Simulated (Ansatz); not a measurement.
Space group P-62m (No. 189). a = 4.754 Å, b = 4.754 Å, c = 4.316 Å, α = 90.00°, β = 90.00°, γ = 120.00°
| atom | site | symmetry | x | y | z |
| --- | --- | --- | --- | --- | --- |
| Mo | 1a | -62m | 0.0000 | 0.0000 | 0.0000 |
| Ru | 2c | -6.. | 0.3333 | 0.6667 | 0.0000 |
| Ru | 3g | m2m | 0.6615 | 0.6615 | 0.5000 |

Equation of state of this MoRu₅ structure (not necessarily the ground state), with shape and atoms relaxed at each volume where symmetry leaves them free. It has no gap at any of these volumes. All numbers below come from Ansatz, DFT PBE, scalar-relativistic, plane waves, PAW.

Cutoff 420 eV; k points 12×12×10 on the computed 6-atom cell (Γ-centred); Gaussian smearing, width 0.10 eV; no spin polarisation.

| V (Å³/atom) | E − E(largest V) (meV/atom) | P (GPa) |
| --- | --- | --- |
| 13.238 | 10.83 | 21.57 |
| 13.660 | -30.10 | 9.87 |
| 14.083 | -42.68 | 0.01 |
| 14.505 | -31.37 | -8.28 |
| 14.928 | 0.00 | -15.25 |

Task: Fit a third-order Birch–Murnaghan equation, E = E0 + (9V0B0/16)·[(x − 1)³B0' + (x − 1)²(6 − 4x)] with x = (V0/V)^(2/3), to E(V).

Result: V0 = 14.08 Å³/atom, B0 = 301 GPa, B0' = 4.7.

The cell was found from a structure generator's guess, not taken from experiment.
